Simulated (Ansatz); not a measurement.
Rh (fcc, Cu type)

```
Rh
1.0
    0.00000     1.91513     1.91513
    1.91513     0.00000     1.91513
    1.91513     1.91513     0.00000
Rh
1
Cartesian
  0.00000   0.00000   0.00000
```

The slice is a {110} plane (indices of the conventional cell) through the point (0.000, 0.000, 0.000) (fractional), spanned by u = [100] and v = [1 -1 -1] in vectors of this cell: u (2.71 Å) and v (3.83 Å, at 90° to u). It covers one period; positions are fractions (u, v).

These are PBE (plane waves to 420 eV, PAW, scalar-relativistic; Ansatz, a first-principles code) values and carry that method's errors. k mesh 21×21×21. These are valence fields of a PAW run, semicore shells included where kept as valence: close to a nucleus they are smooth pseudo fields. Rh is run without spin polarisation. Rh was relaxed with its symmetry unable to fall. The PAW data are Ansatz's earlier set.

Three fields on this plane, each scaled to ten steps between its own extremes (0 low, 9 high; the total valence density on a logarithmic scale, the potential cut 8 eV below its top; x marks points blanked near nuclei; v = 0 in the bottom row):

Map A
```
|xxxxxxxx56865xxxxxxx|
|xxxxxxxx35853xxxxxxx|
|xxxxxxx4358534xxxxxx|
|xxxxxxx2368632xxxxxx|
|xxxxxx324797423xxxxx|
|xxxxx32368986323xxxx|
|xxx632468999864236xx|
|44323468999998643234|
|11234678999998764321|
|11235678888888765321|
|11234567788877654321|
|00123567788877653210|
|00012456788876542100|
|00012456788876542100|
|00012456788876542100|
|00123567788877653210|
|11234567788877654321|
|11235678888888765321|
|11234678999998764321|
|44323468999998643234|
|xxx632468999864236xx|
|xxxxx32368986323xxxx|
|xxxxxx324797423xxxxx|
|xxxxxxx2368632xxxxxx|
|xxxxxxx4358534xxxxxx|
|xxxxxxxx35853xxxxxxx|
|xxxxxxxx56865xxxxxxx|
|xxxxxxxx56865xxxxxxx|
```

Map B
```
|xxxxxxxx96669xxxxxxx|
|xxxxxxxx86668xxxxxxx|
|xxxxxxx9755579xxxxxx|
|xxxxxxx8654568xxxxxx|
|xxxxxx965444569xxxxx|
|xxxxx97544444579xxxx|
|xxx987554444455789xx|
|88766554444444556678|
|55444444444444444445|
|33333444444444443333|
|22223344555554433221|
|11122344566654432211|
|01122345566655432210|
|00122345666665432210|
|00122345566655432211|
|11122344566654432211|
|21223344555554433222|
|33333444444444443333|
|55444444444444444445|
|88766554444444556678|
|xxx987554444455789xx|
|xxxxx97544444579xxxx|
|xxxxxx965444569xxxxx|
|xxxxxxx8654568xxxxxx|
|xxxxxxx9755579xxxxxx|
|xxxxxxxx86668xxxxxxx|
|xxxxxxxx96669xxxxxxx|
|xxxxxxxx97679xxxxxxx|
```

Map C
```
|xxxxxxxx03430xxxxxxx|
|xxxxxxxx04440xxxxxxx|
|xxxxxxx0245420xxxxxx|
|xxxxxxx0356530xxxxxx|
|xxxxxx025676520xxxxx|
|xxxxx02467776420xxxx|
|xxx003467777764200xx|
|01134566777776654311|
|55556677777777666555|
|77777776666666777777|
|88888776655566778888|
|99988766554556678899|
|99998765544455678999|
|99998765544455678999|
|99998765544455678999|
|99988766554556678899|
|88888776655566778888|
|77777776666666777777|
|55556667777777766555|
|01134566777776654311|
|xxx002467777764300xx|
|xxxxx02467776420xxxx|
|xxxxxx025676520xxxxx|
|xxxxxxx0356530xxxxxx|
|xxxxxxx0245420xxxxxx|
|xxxxxxxx04440xxxxxxx|
|xxxxxxxx03430xxxxxxx|
|xxxxxxxx03430xxxxxxx|
```

Task: Assign the maps to these fields: electron localisation function (ELF); valence electron density; electrostatic potential energy of an electron, from the cell's mean.

Result: A is the electron localisation function (ELF); B is the valence electron density; C is the electrostatic potential energy of an electron, from the cell's mean.
